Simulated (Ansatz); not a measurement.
A crystal relaxed with r2SCAN in Ansatz has space group P3m1 (No. 156) and a = 3.868 Å, c = 9.474 Å.

```csv
atom,site,x,y,z
Al,1a,0.0000,0.0000,0.0002
Al,1c,0.6667,0.3333,0.6661
Xx,1b,0.3333,0.6667,0.3335
P,1c,0.6667,0.3333,0.9168
P,1b,0.3333,0.6667,0.5832
P,1a,0.0000,0.0000,0.2502
```

r2SCAN gives an indirect gap of 1.88 eV, from Γ to M; the least direct gap is 2.53 eV at Γ. The HSE06 gap is indirect, 2.24 eV (Γ to M), below the direct gap of 2.99 eV at Γ. Meshes: r2SCAN 12×12×4, HSE06 6×6×2. r2SCAN's ε∞ is 8.0 along x and y, 7.9 along z.

Task: Which element is Xx?
A. Tl
B. B
C. Ga
D. In

Result: C. Xx is Ga: Al₂GaP₃, ordered on the zincblende lattice (P3m1) with 6 atoms a cell. Around Al lie 4 P at 2.37 Å; around Ga lie 4 P at 2.37 Å; around P lie 4 Al at 2.37 Å; around P lie 1 Ga at 2.37 Å and 3 Al at 2.37 Å; around P lie 1 Al at 2.37 Å and 3 Ga at 2.37 Å.

No spin polarisation and no zero-point or thermal motion; the cell was built from a prototype and may be hypothetical.

The meshes of the hybrids are coarse, so their gaps aren't converged to the digits shown.
